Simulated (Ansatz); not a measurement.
B:
```xyz
12
Lattice="2.4492 1.4140 4.1710 -2.4492 1.4140 4.1710 0.0000 -2.8280 4.1710" Properties=species:S:1:pos:R:3 pbc="T T T"
B     -1.5786     0.9114     2.8119
B      1.5786    -0.9114     9.7011
B      0.0000    -1.8228     2.8119
B      0.0000     1.8228     9.7011
B      1.5786     0.9114     2.8119
B     -1.5786    -0.9114     9.7011
B     -1.0072     0.5815     4.4745
B      1.0072    -0.5815     8.0384
B      0.0000    -1.1630     4.4745
B      0.0000     1.1630     8.0384
B      1.0072     0.5815     4.4745
B     -1.0072    -0.5815     8.0384
```

Relaxed with r²SCAN.

Map the electron localisation function on the plane through (0.010, 0.654, 0.010) spanned by u = [1, -1, 0] and v = [1, 0, -1] in lattice vectors, from the program Ansatz at the r²SCAN level (PAW).

x is the fraction of u, y of v (the angle between them is 60°; rows are the nearest grid lines); atoms in the plane: B at (0.00, 0.00), B at (0.64, 0.36), B at (0.64, 0.00).
```
|0025642001356400006998300|
|0015663100256630003899610|
|1125664200136763113799851|
|5445665200014666434789875|
|7655664210001356656788887|
|7765543200000124556678887|
|7654432100000001234567777|
|6543211000000000012345666|
|4432110000111100000123444|
|3332100001234321000001233|
|3332100012356654210001123|
|3332110113456766532101123|
|3444322234565433456543223|
|3344433345665200136665433|
|3333333456776200014777643|
|4332223456787510003788764|
|6432122356888851003788876|
|7532111246788987546899887|
|7642100135788999988999887|
|7753100124677889999999877|
|5664210013566557999998655|
|1455410013565211589997311|
|0145531002465200048997100|
|0025642001356400006998300|
```
Scale: ten equal steps from 0.001 (start of '0') to 0.846 (end of '9'), in the order '0123456789'; x runs from 0.000 to 1.00, y from 0.000 (bottom) to 1.00 (top).

The density is the valence pseudo-density with augmentation charge, so density and ELF within about 1 Å of a nucleus are not all-electron values.

Space group R-3m (α-B12). The r²SCAN relaxation kept the symmetry of its start; phonons on a q-mesh show no instability.

Potentials: the earlier of the program's two PAW sets.
